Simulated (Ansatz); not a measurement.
Data:

Relaxed Ge (diamond):

```yaml
crystal:
  lattice:
    - [0.00000, 5.76221, 5.76221]
    - [2.88111, 0.00000, 2.88111]
    - [2.88111, 2.88111, 0.00000]
  atoms:
    - { symbol: Ge, position: [0.25000, 0.50000, 0.50000] }
    - { symbol: Ge, position: [0.75000, 0.50000, 0.50000] }
    - { symbol: Ge, position: [0.37500, 0.75000, 0.75000] }
    - { symbol: Ge, position: [0.87500, 0.75000, 0.75000] }
```

The atoms are displaced by Q × the pattern below (from a DFPT mode at L = (0.5, 0.0, 0.0), largest move 1; Q in Å), at fixed cell. It is one choice among 2 degenerate patterns. (q is in reciprocal vectors of the primitive cell; the cell shown is doubled to hold the pattern.)

```tsv
atom	x	y	z
Ge1	-0.285	0.520	-0.805
Ge2	0.285	-0.520	0.805
Ge3	0.285	-0.520	0.805
Ge4	-0.285	0.520	-0.805
```

All values below come from PBE (plane waves to 420 eV, PAW, scalar-relativistic; Ansatz, an electronic-structure program). k mesh 7×14×14 (Γ-centred), Fermi-Dirac smearing 0.05 eV. The energy includes the smearing's −TS. With partly filled bands, energies and forces of such displacements shift with the k mesh and the smearing. Ge was relaxed with its symmetry unable to fall. The PAW data are Ansatz's earlier set. ΔE is measured from the undisplaced structure.

The scan covers Q from -0.180 to 0.180 Å in 13 points.

Problem. Which space group does the distorted structure have?

Solution. P-1 (No. 2), lowered from Fd-3m.

Problem. What is the energy change at Q = 0.180 Å?

Solution. 1214 meV/cell.

Problem. What harmonic wavenumber does the curvature at Q = 0 give?

Solution. 264 cm⁻¹.

(A displaced cell: forces are minus the slopes of the energy, force constants its curvatures, and phonons follow from these.)
